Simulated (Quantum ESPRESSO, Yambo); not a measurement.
K$_{2}$TiF$_{6}$ (space group P-3m1, No. 164). The geometry is that of Materials Project entry mp-3970, symmetrised and not relaxed again. Chain: LDA (Quantum ESPRESSO, PseudoDojo norm-conserving, 84 Ry, without SOC); G0W0 in Yambo (3×3×2 Γ-centred k mesh, bands 2 to 198 and a 7 Ry block in the screening, 198 bands in G with the Bruneval-Gonze terminator, plasmon pole fitted at 27.2 eV); BSE (3×3×4 mesh, 18 valence and 13 conduction bands, static screening with 82 bands and a 3 Ry block, scissor 4.53 eV, Tamm-Dancoff).

```json
{
  "LDA gap (dense path)": "4.92 eV",
  "LDA gap Γ → Γ on the GW mesh": "4.93 eV",
  "LDA smallest direct gap on the GW mesh, at Γ": "4.93 eV",
  "G0W0 direct gap at that point": "9.46 eV",
  "G0W0 correction to the gap Γ → Γ": "4.53 eV",
  "direct gap on the BSE mesh, with the scissor": "9.46 eV",
  "first BSE state allowed for light along x": "6.49 eV",
  "lowest BSE state": "6.00 eV",
  "binding_of_the_lowest_exciton": "3.45 eV",
  "RPA electronic dielectric constant along x": "2.35 (3×3×4 mesh, LDA bands)"
}
```

Rough cost of the Yambo steps against G0W0 for 4 states: BSE within a factor of two, one RPA spectrum about 1/10.

Nearest settings tried, and what they do to the gap: 157 bands in W, 157 bands in G: -3 meV; 6 Ry block (229 vectors against 283): +70 meV. Not varied: mesh. So the settings aren't converged at that level. The BSE states are vertical excitations (zero momentum). Convergence of the RPA response with its 3×3×4 mesh was not tested. Convergence of the binding with the mesh was not shown. Axes are Cartesian, with cell vectors (Å) (5.69, 0.00, 0.00), (-2.84, 4.92, 0.00), (0.00, 0.00, 4.59).
